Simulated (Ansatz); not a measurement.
BaTiO$_{3}$ (tetragonal-perovskite type, space group P4mm)

```
BaTiO3
1.0
    3.98546     0.00000     0.00000
    0.00000     3.98546     0.00000
    0.00000     0.00000     4.20133
Ti Ba O
1 1 3
Direct
  0.50000   0.50000   0.45767
  0.00000   0.00000   0.94044
  0.50000   0.50000   0.88899
  0.50000   0.00000   0.40945
  0.00000   0.50000   0.40945
```

The slice is a (0 -1 1) plane (indices of the conventional cell) through the point (0.500, 0.000, 0.409) (fractional), spanned by u = [100] and v = [011] in vectors of this cell: u (3.99 Å) and v (5.79 Å, at 90° to u). It covers one period; positions are fractions (u, v).

Computed with PBE (plane waves to 420 eV, PAW, scalar-relativistic; Ansatz, a quantum-chemistry and plane-wave program). k mesh 8×8×8. These are valence fields of a PAW run, semicore shells included where kept as valence: close to a nucleus they are smooth pseudo fields. BaTiO3 is run without spin polarisation. BaTiO3 was relaxed with its symmetry unable to fall.

**Question.** Sketch the valence electron density on this plane as a map.

**Answer.** 
```
v \ u  0.00  0.14  0.27  0.41  0.55  0.68  0.82  0.95
-----  ----  ----  ----  ----  ----  ----  ----  ----
0.88    0.0  -0.3  -0.9  -1.0  -1.0  -1.0  -0.5   0.0
0.75   -1.0  -1.1  -1.1  -0.7  -0.7  -0.9  -1.1  -1.0
0.62   -0.1  -0.4  -1.0  -1.0  -1.0  -1.1  -0.6  -0.2
0.50    0.9   0.4  -0.7  -1.3  -1.4  -1.0   0.0   0.8
0.38    0.2  -0.2  -0.9  -1.1  -1.1  -1.0  -0.4   0.1
0.25   -0.8  -0.9  -1.1  -0.9  -0.9  -1.1  -1.0  -0.8
0.12    0.0  -0.3  -0.9  -1.2  -1.2  -1.1  -0.5   0.0
0.00    0.9   0.4  -0.7  -1.4  -1.5  -1.0   0.0   0.8
```

Values: log₁₀ of the valence density in e/Å³. The scale is logarithmic, as a density can span decades between atoms and voids.
